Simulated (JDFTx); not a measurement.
System: TiB2(0001) (P6/mmm bulk; lattice of mp-1145, not re-optimised at this level), 1x1 cell of 7 atoms in 5 planes (Ti outermost, slab composition Ti3B4), area 7.93 Å² a face, 6.3 Å between the outermost planes in a cell 22.5 Å high; k mesh 8×8×1, Fermi width 0.01 Ha, no spin polarisation. Whether this polymorph is the ambient one wasn't checked. Neither spin polarisation nor a larger cell was tried.

Method: PBE, GBRV ultrasoft potentials, plane waves to 20/100 Ha, in a modified build of JDFTx. Liquid: CANDLE, water, 1 M KF. The neutral cell holds 48 valence electrons and has two faces of 7.930 Å² each. Last filling lines of the neutral and of a charged run (μ in hartree, zero in the bulk liquid):

```
FillingsUpdate:  mu: -0.148615222  nElectrons: 48.000000
FillingsUpdate:  mu: -0.158060104  nElectrons: 47.851500
```

Worked example: both potentials, by the convention U = −μ/e − 4.44 V vs SHE, the surface charge density and the mean capacitance.

U_pzc = 0.14862 × 27.2114 − 4.44 = -0.40 V; U = 0.15806 × 27.2114 − 4.44 = -0.14 V. The cell has -0.1485 excess electrons, a net charge of 0.1485 e, shared by two faces: σ = 0.1485 e / (2 × 7.930 Å²) = 0.00936 e/Å² = 15.0 μC/cm² (1 e/Å² = 1602.18 μC/cm²). C = σ/(U − U_pzc) = 15.0/0.26 ≈ 58 μF/cm².
